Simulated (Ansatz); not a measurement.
A relaxed cell of In₄Ge is given with its symmetry left out. The cell was found from a structure generator's guess, not taken from experiment.

All numbers below come from Ansatz 0.2.0, DFT PBE, scalar-relativistic, plane waves, PAW. Cutoff 420 eV, Γ-centred mesh, Gaussian smearing, no spin polarisation.

```xyz
5
Lattice="5.4605 0.0000 0.0000 0.0000 5.4605 0.0000 0.0000 0.0000 5.4605" Properties=species:S:1:pos:R:3 pbc="T T T"
In    2.7303    2.7303    2.7303
In    2.7303    0.0000    0.0000
In    0.0000    2.7303    0.0000
In    0.0000    0.0000    2.7303
Ge    0.0000    0.0000    0.0000
```

Formation energies are uncorrected and refer to the elements' standard structures at the same level.

Question: What space group does it have?

Answer: Pm-3m (No. 221). Conventional cell: a = 5.461 Å. In on a site of symmetry m-3m is surrounded by 12 In at 3.86 Å; In on a site of symmetry 4/mmm is surrounded by 2 Ge at 2.73 Å and 12 In at 3.86 Å; around Ge lie 6 In at 2.73 Å.

Question: What is its formation energy per atom?

Answer: +0.33 eV/atom. A positive value: parting into the elements would lower its energy.

Question: Is it a metal?

Answer: Yes, bands cross the Fermi level on the 8×8×8 mesh.

The last run used an 8×8×8 mesh for its 5-atom cell and Gaussian smearing of 0.10 eV. A structure relaxed within its symmetry needn't be a true minimum. Another cell of In4Ge relaxed alike, in Im-3m, lies 123 meV/atom lower, so this cell isn't the stable form at this level.
